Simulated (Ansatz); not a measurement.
AlIr:
```
CELL_PARAMETERS angstrom
      1.42719    -4.80641     0.00000
      1.42719     4.80641     0.00000
      0.00000     0.00000     4.20238
ATOMIC_POSITIONS crystal
  Al 0.65008 0.34992 0.25000
  Ir 0.91187 0.08813 0.25000
  Al 0.34992 0.65008 0.75000
  Ir 0.08813 0.91187 0.75000
```

Relaxed with PBEsol. Special points in fractions of this cell's reciprocal vectors: Γ (0.000, 0.000, 0.000); Y (-0.500, 0.500, 0.000); C0 (-0.272, 0.728, 0.000); Σ0 (0.272, 0.272, 0.000); Z (0.000, 0.000, 0.500); A0 (0.272, 0.272, 0.500); E0 (-0.272, 0.728, 0.500); T (-0.500, 0.500, 0.500); S (0.000, 0.500, 0.000); R (0.000, 0.500, 0.500).

List the band energies nearest the Fermi level at these points for the program Ansatz at the PBEsol with spin–orbit coupling level (PAW).

In eV from the Fermi level; about four levels below and three above (degenerate sets whole), none deeper than 8.9 eV; points with the same levels are listed once.

| k | below | above |
|---|---|---|
| Γ | -0.73 -0.73 -0.29 -0.29 | 0.18 0.18 0.27 0.27 |
| Y | -1.13 -1.13 -0.48 -0.48 | 0.02 0.02 0.84 0.84 |
| C0 | -1.07 -1.07 -0.75 -0.75 | 1.48 1.48 2.17 2.17 |
| Z | -0.37 -0.37 -0.37 -0.37 | 0.20 0.20 0.20 0.20 |
| A0 | -1.55 -1.55 -0.17 -0.17 | 0.04 0.04 0.58 0.58 |
| T | -0.06 -0.06 -0.06 -0.06 | 7.73 7.73 7.73 7.73 |
| S | -1.06 -1.06 -0.17 -0.17 | 1.42 1.42 2.64 2.64 |
| R | -1.13 -1.13 -1.13 -1.13 | 0.03 0.03 0.03 0.03 |

Space group Cmcm. The start of the workflow was typed in or built on a structure type; neither database checked (COD, Materials Project) lists it. Whether it is the stable phase at ambient conditions was not checked. The PBEsol relaxation kept the symmetry of its start; its stability against distortions is not shown here. No spin polarisation was allowed.

Potentials: the later of the program's two PAW sets.
